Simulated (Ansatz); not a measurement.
This guess for Ga₄SbAs is about to be relaxed.

Space group F-43m (No. 216). a = 7.981 Å, b = 7.981 Å, c = 7.981 Å, α = 90.00°, β = 90.00°, γ = 90.00°
```
atom  site  symmetry       x       y       z
  Ga   16e       .3m  0.8771  0.3771  0.1229
  Sb    4c      -43m  0.2500  0.2500  0.2500
  As    4a      -43m  0.0000  0.0000  0.0000
```

These are results of Ansatz 0.2.0, DFT PBE, scalar-relativistic, plane waves, PAW, not measurements. Cutoff 420 eV, Gaussian smearing, Γ-centred meshes. Cell and atoms relax on a converged mesh. In metals the finer mesh still leaves noise of several meV/atom or more. The steps can't lower the symmetry of their start. No spin polarisation.

A guess keeps its type if space group and coordination stay and the shape of the cell changes little (axis ratios within about 15 %, angles within 6°); the volume may change.

Q: Will the relaxed cell still be of the starting type?

A: It keeps its type. The symmetry stays F-43m (No. 216). The volume per atom shrinks by 0.7 %, from 21.2 to 21.0 Å³. The shortest distance goes from 2.77 Å (Ga–Ga) to 2.81 Å (Ga–Ga). Counting neighbours within 15 % of an atom's shortest distance, the start has As 16, Ga 6, Sb 16 and the end As 16, Ga 6, Sb 16.

The last run used an 8×8×8 mesh for its 6-atom cell and Gaussian smearing of 0.10 eV. These runs have no spin–orbit coupling, which can matter for Sb. Symmetry constrained the relaxation, so the result can be a saddle point.
